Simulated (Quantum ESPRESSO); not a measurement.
Simulation results for GaGe₆N (made-up cell), MgGa₃P₃S (made-up cell)

Calculation on a made-up crystal cell, not a measurement: periodic Kohn-Sham density functional theory in plane waves with PseudoDojo standard norm-conserving scalar-relativistic pseudopotentials, each functional with its own files (v0.5 for PBE, v0.4.1 for LDA and PBEsol), no spin polarisation, no spin-orbit coupling, atoms not relaxed, stress positive in tension, energies less a fixed whole-eV offset for each atom's element; levels are Kohn-Sham levels at fractions of this cell's reciprocal vectors, counted from the reference band (half the neutral cell's valence electrons, rounded up) at Gamma; error bars cover cutoff and k-mesh only, not smearing or the files; added strain carries the atoms with the cell, and shear is the tensor component; each bar is the largest change over components, and at least 0.002 eV, 0.002 eV per angstrom or 0.02 GPa; energies are for the whole cell, and the offsets were chosen from early runs and are not element reference energies. Program: Quantum ESPRESSO 7.5.

Common to all runs: lattice type zincblende/diamond; functional pbe; cutoff 1143 eV; scf tolerance 1e-07 eV; electrons removed 0.

(1) GaGe₆N (made-up cell)

```
cell vectors (Å)
   5.7343     0.0000     0.0000
   0.0000     5.7343     0.0000
   0.0000     0.0000     5.7343
atoms (fractions of the cell vectors)
Ga -0.00204  0.01132  0.01662
N  -0.02114  0.47566  0.50189
Ge  0.48693  0.01725  0.53149
Ge  0.48719  0.49945  0.00310
Ge  0.25048  0.25974  0.26823
Ge  0.23288  0.73587  0.75526
Ge  0.74169  0.23555  0.76689
Ge  0.72450  0.74623  0.27627
```

| Property | Result |
| --- | --- |
| fermi dirac smearing | 0.1 eV |
| k mesh | 6 x 6 x 6, shifted by half a step |
| free energy less offsets | 0.06151 eV |
| smearing term minus ts | -0.09458 eV |
| scf iterations | 12 |
| pressure | -3.914 GPa |
| stress xx | 3.777 GPa |
| stress yy | 4.013 GPa |
| stress zz | 3.952 GPa |
| stress yz | 0.0009573 GPa |
| stress xz | -2.069 GPa |
| stress xy | -0.3683 GPa |
| fermi level | -0.01236 eV |
| reference band | 51 |
| error bar energy | 0.003409 eV |
| error bar stress | 0.02 GPa |
| error bar force | 0.005018 eV/Å |
| error bar next band up | 0.002 eV |
| error bar fermi level | 0.002 eV |
| error bars from | tighter rerun of a related cell |

Atoms:
```csv
atoms element,atom site,atom energy offset (eV)
Ga,1,-2080
N,2,-283
Ge,3,-2430
Ge,4,-2430
Ge,5,-2430
Ge,6,-2430
Ge,7,-2430
Ge,8,-2430
```

Forces:
```csv
site,x (eV/Å),y (eV/Å),z (eV/Å)
1,0.06683,-0.7087,0.3315
2,0.2155,0.4298,0.1391
3,-0.5331,-0.9689,-0.6561
4,0.3759,0.07708,0.1064
5,-1.566,0.3902,0.6402
6,-1.289,-0.2251,-0.5153
7,1.349,1.443,-0.2376
8,1.38,-0.4375,0.1917
```

Levels:
```csv
level k point,next band up (eV)
Gamma,0.4992
"(1/2,1/2,1/2)",0.1854
"(0.15,0,0)",0.1596
"(0,0.15,0)",0.2663
"(0,0,0.15)",0.2684
```

(2) MgGa₃P₃S (made-up cell)

```
cell vectors (Å)
   5.6747    -0.0009    -0.0604
  -0.0009     5.5603    -0.0478
  -0.0604    -0.0478     5.5669
atoms (fractions of the cell vectors)
Ga  0.00501  0.01301  0.00723
Ga -0.01682  0.49814  0.50667
Ga  0.50308 -0.02714  0.50085
Mg  0.49772  0.48222 -0.00391
P   0.24418  0.25419  0.26668
P   0.24077  0.75026  0.75232
S   0.76449  0.25183  0.75845
P   0.74057  0.75156  0.26253
```

| Item | Value |
| --- | --- |
| fermi dirac smearing | 0.025 eV |
| k mesh | 4 x 4 x 4, shifted by half a step |
| free energy less offsets | -1.558 eV |
| smearing term minus ts | 0 eV |
| scf iterations | 10 |
| pressure | -0.1709 GPa |
| stress xx | 0.8022 GPa |
| stress yy | 0.1129 GPa |
| stress zz | -0.4023 GPa |
| stress yz | -0.7839 GPa |
| stress xz | -0.5542 GPa |
| stress xy | 0.2746 GPa |
| reference band | 35 |
| error bar energy | 0.006489 eV |
| error bar stress | 0.02 GPa |
| error bar force | 0.00517 eV/Å |
| error bar next band up | 0.002 eV |
| error bars from | tighter rerun of a related cell |

Atoms:
```csv
atoms element,atom site,atom energy offset (eV)
Ga,1,-2080
Ga,2,-2080
Ga,3,-2080
Mg,4,-1617
P,5,-189
P,6,-189
S,7,-302
P,8,-189
```

Forces:
```csv
site,x (eV/Å),y (eV/Å),z (eV/Å)
1,0.4875,-1.027,0.6582
2,0.9549,0.6499,-0.5484
3,-1.316,0.5908,0.1155
4,-0.409,0.4659,0.3299
5,-0.02542,-0.3389,0.4454
6,-0.2114,0.2759,0.1289
7,-0.3658,-0.5536,-0.4278
8,0.8846,-0.06315,-0.7017
```

Levels:
```csv
level k point,next band up (eV)
Gamma,0.7571
"(1/2,1/2,1/2)",0.7508
"(0.15,0,0)",1.223
"(0,0.15,0)",1.26
"(0,0,0.15)",1.27
```
